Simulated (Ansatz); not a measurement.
Starting structure of a cell relaxation (symmetry kept):

```xyz
8
Lattice="5.9122 0.0000 0.0000 -2.9561 5.1201 0.0000 0.0000 0.0000 4.7562" Properties=species:S:1:pos:R:3 pbc="T T T"
Ti    0.0000    1.6820    3.5672
Ti    1.4995    4.2791    3.5672
Ti   -1.4995    4.2791    3.5672
Ti    2.9561    3.4381    1.1891
Ti    1.4566    0.8410    1.1891
Ti    4.4556    0.8410    1.1891
Sn    2.9561    1.7067    3.5672
Sn    0.0000    3.4134    1.1891
```

The calculation used DFT r2SCAN, scalar-relativistic, plane waves, PAW in Ansatz.

Settings: cutoff 500 eV, Γ-centred mesh 6×6×8 on the computed 8-atom cell, Gaussian smearing of 0.10 eV; no spin polarisation.

Question: What does it relax to?

Answer: The volume falls by 0.16 Å³/atom to 17.83 Å³/atom, and the energy falls by 0.7 meV/atom. Final structure:
```cif
data_structure
_symmetry_space_group_name_H-M 'P6_3/mmc'
_symmetry_Int_Tables_number 194
_cell_length_a 5.8904
_cell_length_b 5.8904
_cell_length_c 4.7479
_cell_angle_alpha 90.000
_cell_angle_beta 90.000
_cell_angle_gamma 120.000
_cell_volume 142.67
loop_
_atom_site_label
_atom_site_type_symbol
_atom_site_symmetry_multiplicity
_atom_site_Wyckoff_symbol
_atom_site_fract_x
_atom_site_fract_y
_atom_site_fract_z
_atom_site_occupancy
Ti1 Ti 6 h 0.16461 0.32922 0.75000 1
Sn1 Sn 2 c 0.66667 0.33333 0.75000 1
```

Cost: 1 run of about 2.9 core-minutes, on Arm Neoverse V2 (shared hosts).